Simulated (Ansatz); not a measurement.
## Calculated with Ansatz: Co, settings compared

input.yaml:

```yaml
crystal:
  lattice:
    - [2.507004, 0.0, 0.0]
    - [-1.253497, 2.171131, 0.0]
    - [0.0, 0.0, 3.969906]
  atoms:
    - { symbol: Co, position: [0.33333, 0.66667, 0.25] }
    - { symbol: Co, position: [0.66666, 0.33333, 0.75] }
  symmetry: { tolerance: 0.0003 }
kpoints:
  mp_grid: { grid: [8, 8, 5], shift: [0, 0, 0] }
magnetization:
  spin_polarized: false
scf:
  occupations: { method: fermi_dirac }
hamiltonian:
  pseudopotentials: { kind: paw }
  xc: pbe
basis:
  ecutwfc: 420
output:
  forces: true
  stress: true
  eigenvalues: true
relax:
  max_steps: 40
  cell: {}
```

The command:

```bash
ansatz run input.yaml --threads 1 --pin off --max-ram 2560MiB --backend cpu --events-out ev --progress --plain --runs-dir out
```

Origin of the cell: a known structure type with other elements, at an estimated volume, so it need not be a known compound.

The smearing width isn't typed, so it takes its default of 0.1 eV.

Output of this run (shortened):

```
Warning: the atoms were moved onto the symmetric positions of the space group found under crystal.symmetry.tolerance 3.0e-4 (fractional; no operation is sought that the atoms, as they stand i […]
Pseudopotentials: kind: paw
Pseudopotential: Co, paw, valence charge 17, recommended cutoff 420 eV (normal), Co.paw.azcp
Functional definition: PBE
  exchange = pbe_x(kappa = kappa, mu = beta*pi^2/3)
  correlation = pbe_c(beta = beta)
Crystal: 2 atoms, lattice volume = 21.608 Å³
Basis set: ecut = 420 eV, 403 PW (Γ), exchange–correlation on 36×36×54 points (8 copies of the dense FFT grid, shifted against one another)
Bands: 21, of which v1, the nominal top of the filled ones, is band 17 counted from 1 (16 counted from 0)
Symmetry: 24 space group operations
Space group: P63/mmc (ITA 194), of the structure as read, at distance tolerance 8.4e-4 Å
k-points: 30 of 320
[… 2 lines left out …]
Initial density: superposition of atomic densities (neutral atoms: chi_scale 0, normalization atom), corrected by the library's trained network
Functional: x = pbe(κ = 0.804, μ = 0.219515), c = pbe(β = 0.066725)
SCF iter   1: F=—  HF=-10251.912396 eV  Δρ=3.27e-3  dr2=5.02e-4
SCF iter   2: F=—  HF=-10251.913621 eV  Δρ=1.94e-3  dr2=1.85e-4
SCF iter   3: F=—  HF=-10251.913912 eV  Δρ=5.26e-4  dr2=1.33e-5
SCF iter   4: F=—  HF=-10251.913903 eV  Δρ=9.25e-5  dr2=6.36e-7
SCF iter   5: F=-10251.913903 eV  HF=-10251.913903 eV  Δρ=2.23e-5  dr2=3.99e-8
SCF iter   6: F=-10251.913903 eV  HF=-10251.913903 eV  Δρ=1.05e-5  dr2=1.06e-8
relax step   1: F+E_penalty+E_count = -10251.913903 eV  Δ(F+E_penalty+E_count) = +0.000e0 eV  max|allowed force component| = 4.626e-17 eV/Å  Δτ_max = 0.0000 Å  P = -8.954 GPa  Ω = 21.608 Å³ […]
relax step   2: F+E_penalty+E_count = -10251.936036 eV  Δ(F+E_penalty+E_count) = -2.213e-2 eV  max|allowed force component| = 1.388e-17 eV/Å  Δτ_max = 0.0000 Å  P = -4.143 GPa  Ω = 21.130 Å³ […]
relax step   3: F+E_penalty+E_count = -10251.942358 eV  Δ(F+E_penalty+E_count) = -6.323e-3 eV  max|allowed force component| = 4.626e-18 eV/Å  Δτ_max = 0.0000 Å  P = +0.507 GPa  Ω = 20.720 Å³ […]
relax step   4: F+E_penalty+E_count = -10251.942382 eV  Δ(F+E_penalty+E_count) = -2.350e-5 eV  max|allowed force component| = 4.626e-17 eV/Å  Δτ_max = 0.0000 Å  P = +0.014 GPa  Ω = 20.761 Å³ […]
relax step   5: F+E_penalty+E_count = -10251.942383 eV  Δ(F+E_penalty+E_count) = -6.220e-7 eV  max|allowed force component| = 3.238e-17 eV/Å  Δτ_max = 0.0000 Å  P = -0.000 GPa  Ω = 20.762 Å³ […]
relax step   6: F+E_penalty+E_count = -10251.941682 eV  Δ(F+E_penalty+E_count) = +7.009e-4 eV  max|allowed force component| = 2.313e-17 eV/Å  Δτ_max = 0.0000 Å  P = -0.031 GPa  Ω = 20.762 Å³  stress off target by 3.49e-2 GPa […]
SCF 6 converged in 6 iterations: F = -10251.941682 eV  dr2 = 1.21e-12
basis re-selected at this cell: Δ(F+E_penalty+E_count) = +7.009e-4 eV, ΔP = -0.031 GPa vs the last step (what re-selecting the basis moved, of the pressure what is left beyond the Pulay corre […]
SCF converged after 6 iterations
Free energy (F): -10251.941682 eV
Harris-Foulkes:  -10251.941682 eV  (|F-HF|=1.82e-12)
Internal energy: -10251.746741 eV  (E = F + TS)
E sigma→0 (E₀):  -10251.844211 eV
Entropy (-TS):   -0.194940 eV (-97.470 meV/atom)
Fermi energy:    19.675233 eV
--- Per-component energies (eV) ---
  E_band       = -456.453929
  E_kinetic    = 910.791257
  E_local      = -5535.887148  (includes V_loc(G=0)·N_el)
  E_nonlocal   = 905.608554
  E_hartree    = 2324.983300
  E_xc         = -319.153810
  E_vxc        = -411.944885  (∫ρ·V_xc dr)
  E_paw        = -3028.558988  (= ΣΔE_a)
  E_vpaw       = -974.988364  (= ΣTr[D̂ρ^β])
  E_aug_tail   = 0.000159  (compensation charges beyond the density's cutoff)
  E_ewald      = -5509.530065
  E_smearing   = -0.194940  (= −TS)
  Σ components = -10251.941682   (vs F -10251.941682, Δ=0.00e0)
--- Forces (eV/Å), atoms counted from 1 ---
  atom   1  Co    -0.000000    -0.000000     0.000000
  atom   2  Co     0.000000     0.000000     0.000000
  max |Σ_I F_I| component: 1.85e-17 eV/Å
--- Stress (GPa, compression-positive) ---
       -0.034928      -0.000000       0.000000
        0.000000      -0.034928       0.000000
        0.000000       0.000000      -0.023290
  P = ⅓ Tr σ = -0.0310 GPa (-0.310 kbar)
--- Relaxed structure (5 steps of the walk, 5 accepted, 1 SCFs on fresh bases) ---
  F+E_penalty+E_count = -10251.941682 eV   max|allowed force component| = 2.313e-17 eV/Å   (the final SCF, on the basis selected at the relaxed cell)
  cell:  # Å, volume = 20.7615 Å³
    - [2.459937, -2.832e-6, 0.0]
    - [-1.229966, 2.130369, 0.0]
    - [0.0, 0.0, 3.961695]
  atoms:
    - { symbol: Co, position: [0.333333, 0.666667, 0.250000] }
    - { symbol: Co, position: [0.666667, 0.333333, 0.750000] }
```

The same input was run again with these changes:

1. `kpoints.mp_grid.grid` [8, 8, 5] → [4, 4, 2]
2. `hamiltonian.pseudopotentials` { kind: paw } → { kind: paw, source: jth }; `scf.occupations.width` default → 0.2
3. `kpoints.mp_grid.grid` [8, 8, 5] → [3, 3, 2]

```tsv
run	end	SCF iterations	volume (Å³/atom)	max force component (eV/Å)	moment (μB)	ΔE(σ→0) (meV/atom)
base	converged	36	10.38	0.000	–	0
1	converged	36	10.26	0.000	–	-95.88
2	converged	43	10.48	0.000	–	–
3	converged	59	10.69	0.000	–	193.51
```

Energies are compared only where functional, datasets, charge and starting cell are the same.

Run 3 relaxed to another structure than the base run, so its differences aren't those of the setting alone.

Not properties of the system: run 1 (too coarse or loose: `kpoints.mp_grid.grid` = [4, 4, 2]), run 2 (too coarse or loose: `scf.occupations.width` = 0.2), run 3 (too coarse or loose: `kpoints.mp_grid.grid` = [3, 3, 2]).

Caveats of the base run: no spin polarisation, so a magnetic state may lie lower; the k mesh is coarse if the cell is a metal; the relaxation held the start's symmetry, so the end may be a saddle point.

Run 2: the cutoff lies below the datasets' advice; wide smearing.

Time of the base run: 5.7 s on 1 thread of Intel(R) Xeon(R) Platinum 8488C (Sapphire Rapids), with other jobs on the host, peak memory 0.32 GiB, from the program's own first density.
